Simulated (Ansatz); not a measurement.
**KVF3: pressure against volume**

KVF3, Pm-3m, a = 4.127 Å. The structure is a COD entry; whether it is the stable form wasn't checked. Ansatz: r2SCAN, PAW, 500 eV, Γ-centred 8×8×8 mesh on 5 atoms, Gaussian smearing 0.02 eV; collinear spin, largest moment 2.3 μB. Symmetry fixes shape and atoms, so the cell is only scaled; pressure is positive in compression.

```tsv
V (Å³/atom)	P (GPa)
13.216	5.64
13.638	2.58
14.059	0.00
14.481	-2.18
14.903	?
```

**Question.** Take V0 = 14.059 Å³/atom, fit the third-order Birch–Murnaghan form to the other rows, and predict the missing pressure.

**Answer.** With the Eulerian strain f = ½[(V0/V)^(2/3) − 1] and y = P/[3f(1 + 2f)^(5/2)], the form is the line y = B0 + 1.5 B0 (B0′ − 4) f. Rows (f, y): 0.02104, 80.6; 0.01024, 79.8; -0.00976, 78.2. Means f = 0.007173, y = 79.533; Σ(Δf)² = 0.0004884, ΣΔfΔy = 0.03819; the slope is their ratio. y = 78.97 + 78.18 f GPa, so B0 = 79.0 GPa and B0′ = 4 + 2 × (78.18)/(3 × 78.97) = 4.66. At V = 14.903, f = -0.01906, y = 77.48 and P = -4.02 GPa. The run gave -4.01 GPa, so the fit is 0.01 GPa too low, a small miss on the scale of the series. The form still works here, 33 % of the fitted range beyond its end.

The state reached may not be the lowest one. The cell holds one magnetic atom, so it can only be ferromagnetic; an antiferromagnetic order may lie lower.

Symmetry holds off the tilts and polar distortions that many cubic perovskites undergo.